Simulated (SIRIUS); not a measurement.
A self-consistent single point of Nb (P-1, 7 atoms in the cell; from Materials Project mp-1104341, changed as shown) with SIRIUS.

Method: PBEsol, GBRV PBEsol ultrasoft pseudopotentials (plane waves; SIRIUS 7.12.0).

The change in words: volume scaled by 0.94. Reference geometry (P-1):
```
Nb
1.0
    2.77975     0.00000     0.00000
    0.16085     4.66689     0.00000
    0.75899     1.89681     9.73608
Nb
7
Direct
  0.64750   0.21778   0.57125
  0.35250   0.78222   0.42875
  0.93924   0.65044   0.71360
  0.06076   0.34956   0.28640
  0.22321   0.07763   0.85667
  0.77679   0.92237   0.14333
  0.50000   0.50000   0.00000
```

Reference input (self-consistent single point, DFT, PBEsol, plane waves, GBRV PBEsol ultrasoft pseudopotentials): parameters.ngridk = 5 3 2; parameters.xc_functionals = [XC_GGA_X_PBE_SOL, XC_GGA_C_PBE_SOL]; parameters.gk_cutoff = 6.325 1/bohr; parameters.pw_cutoff = 14.143 1/bohr; parameters.smearing = gaussian; parameters.smearing_width = 0.00734986 Ha; potentials = GBRV PBEsol ultrasoft pseudopotentials; parameters.electronic_structure_method = pseudopotential; parameters.num_bands = 55; parameters.num_mag_dims = 0; parameters.num_dft_iter = 100; parameters.energy_tol = 1e-07 Ha. This run's input differs from it in these lines:

```diff
@@ -32,5 +32,5 @@
     "lattice_vectors": [
-      [5.2529643052, 0.0, 0.0],
-      [0.3039662266, 8.8191477332, 0.0],
-      [1.4342756724, 3.5844457413, 18.3985228377]
+      [5.1457299065, 0.0, 0.0],
+      [0.297760366, 8.6391135253, 0.0],
+      [1.4049962559, 3.511273656, 18.022935991]
     ],
@@ -43,9 +43,9 @@
       "Nb": [
-        [4.2868221303, 3.968248623, 10.510156171],
-        [2.7043840739, 8.4353448514, 7.8883666667],
-        [6.1550051063, 8.2941869326, 13.129185897],
-        [0.8362010979, 4.1094065419, 5.2693369407],
-        [2.424812001, 3.7553175717, 15.7614625594],
-        [4.5663942032, 8.6482759028, 2.6370602783],
-        [2.7784652659, 4.4095738666, 0.0]
+        [4.1993104781, 3.8872412195, 10.2956021849],
+        [2.6491760502, 8.2631459618, 7.7273338061],
+        [6.0293559381, 8.1248698823, 12.8611671232],
+        [0.8191305903, 4.025517299, 5.1617688678],
+        [2.3753116521, 3.6786571859, 15.4397085754],
+        [4.4731748762, 8.4717299955, 2.5832274156],
+        [2.7217451363, 4.3195567627, 0.0]
       ]
```

Output (repeated stretches shortened):

```
[find] density tolerance         : 1e-06
[find] total energy tolerance    : 1e-07
[find] iter_solver_tol (initial) : 0.01
[find] iter_solver_tol (target)  : 1e-13
[find] num_dft_iter              : 100
Charges and magnetic moments
--------------------------------------------------------------------------------
total charge          : 91.000000
[find] | SCF iteration   0 out of 100|
[diagonalize] iterative solver tolerance (occupied, empty): 0.01 0.01
[diagonalize] average number of iterations: 1.4375
[find] Charges and magnetic moments
[find] total charge          : 91.000000
[find] Energy
   [... lines left out ...]

[find] Charges and magnetic moments
[find] total charge          : 91.000000
[find] Energy
[find] smearing (-TS)                 :      -0.00642706
[find] Total energy                   :    -412.73060082 (Ha),    -825.46120163 (Ry)
[find] Free energy (E-TS)             :    -412.73702787 (Ha),    -825.47405574 (Ry)
[find] band gap (eV)                  :       0.00000000
[find] Efermi                         :       0.70402230
[find] iteration : 16, RMS (target) : 2.8379e-07 (1.0000e-06) , energy difference (target) : 5.6775e-10 (1.0000e-07)
[find] bands are converged : true
[find] iterative solver converged : true
[find] converged after 17 SCF iterations!
[find] Charges and magnetic moments
[find] total charge          : 91.000000
[find] Energy
[find] smearing (-TS)                 :      -0.00642706
[find] Total energy                   :    -412.73060082 (Ha),    -825.46120163 (Ry)
[find] Free energy (E-TS)             :    -412.73702787 (Ha),    -825.47405574 (Ry)
[find] band gap (eV)                  :       0.00000000
[find] Efermi                         :       0.70402230
[ground_state] === stress tensor components [kbar] ===
[ground_state] === stress_total ===
[ground_state]  -130.238178   22.248078   -6.814978
[ground_state]    22.248078  -50.257999  -29.029082
[ground_state]    -6.814978  -29.029082  -37.043089
[ground_state] ==== total Forces in Ha/bohr =====
   [... lines left out ...]
[ground_state] atom:    2, force:      -0.0013388     -0.0012756      0.0004296
[ground_state] atom:    3, force:       0.0013388      0.0012756     -0.0004296
[ground_state] atom:    4, force:      -0.0010852     -0.0011129      0.0002115
[ground_state] atom:    5, force:       0.0010852      0.0011129     -0.0002115
[ground_state] atom:    6, force:       0.0000000      0.0000000      0.0000000
```

The run converged in 17 iterations. SIRIUS prints the stress tensor with tension positive. Against the reference run the free energy rises by 8.5 meV/atom, the pressure goes from -4.48 to 7.25 GPa and the largest force goes from 0.076 to 0.098 eV/Å.

The structure comes from a collection of computed structures, made at another level of theory; the collection holds predicted forms beside known ones. Its lattice was then scaled. No clean gap shows at this smearing width and mesh (spacing up to 0.47 Å⁻¹); the mesh is coarse for partly filled bands, so the values carry mesh errors.

Cost on one core: about 60 core-seconds (a rough figure).
